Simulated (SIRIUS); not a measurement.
# Parameter sweep on MgZn₃S₄ (Pm, 8 atoms in the cell; from Materials Project mp-1221971)

```
MgZn3S4
1.0
    6.31228     0.00000     0.00000
    0.00000     3.85447     0.00000
   -0.00527     0.00000     6.69322
Mg Zn S
1 3 4
Direct
  0.50040   0.00000   0.66650
  0.49960   0.50000   0.16670
  0.99930   0.50000   0.83650
  0.99870   0.00000   0.32980
  0.11300   0.00000   0.66540
  0.12710   0.50000   0.16740
  0.63030   0.50000   0.84350
  0.62770   0.00000   0.32410
```

Base run A: LDA (PW92), PseudoDojo 0.4 standard norm-conserving LDA (tails mended) pseudopotentials (SIRIUS 7.12.0), self-consistent single point.

Its settings: parameters.ngridk = 2 3 2; parameters.xc_functionals = [XC_LDA_X, XC_LDA_C_PW]; parameters.gk_cutoff = 9.165 1/bohr; parameters.pw_cutoff = 18.331 1/bohr; parameters.smearing = gaussian; parameters.smearing_width = 0.000367493 Ha; potentials = PseudoDojo 0.4 standard norm-conserving LDA (tails mended) pseudopotentials; parameters.electronic_structure_method = pseudopotential; parameters.num_bands = 56; parameters.num_mag_dims = 0; parameters.num_dft_iter = 100; parameters.energy_tol = 1e-07 Ha; parameters.density_tol = 1e-06; mixer.type = broyden2; mixer.beta = 0.7; mixer.use_hartree = true.

The structure comes from a collection of computed structures, made at another level of theory; the collection holds predicted forms beside known ones.

ΔF is the free energy per atom less that of run A. 

A variant of run A gave: the free energy rises by 38.8 meV/atom, the pressure goes from -3.38 to -6.62 GPa and the largest force goes from 0.163 to 0.170 eV/Å.

Problem. Name the change that produced these shifts.
(A) volume scaled by 1.06
(B) volume scaled by 0.98
(C) volume scaled by 1.02
(D) volume scaled by 1.01

Solution. A, volume scaled by 1.06. That run gave: ΔF (meV/atom) 38.8; pressure (GPa) -6.62; largest force (eV/Å) 0.170.

The base and the other variants:

```csv
change,ΔF (meV/atom),pressure (GPa),largest force (eV/Å)
base,0.00,-3.38,0.163
volume scaled by 0.94,-9.4,1.16,0.144
volume scaled by 0.96,-10.2,-0.53,0.152
volume scaled by 0.98,-6.9,-2.03,0.158
volume scaled by 0.99,-3.9,-2.73,0.161
volume scaled by 1.01,4.7,-4.00,0.165
volume scaled by 1.02,10.1,-4.58,0.166
volume scaled by 1.04,23.2,-5.66,0.169
```

“Tails mended”: in these copies of the files the far tail of each local potential was reset to the Coulomb form.
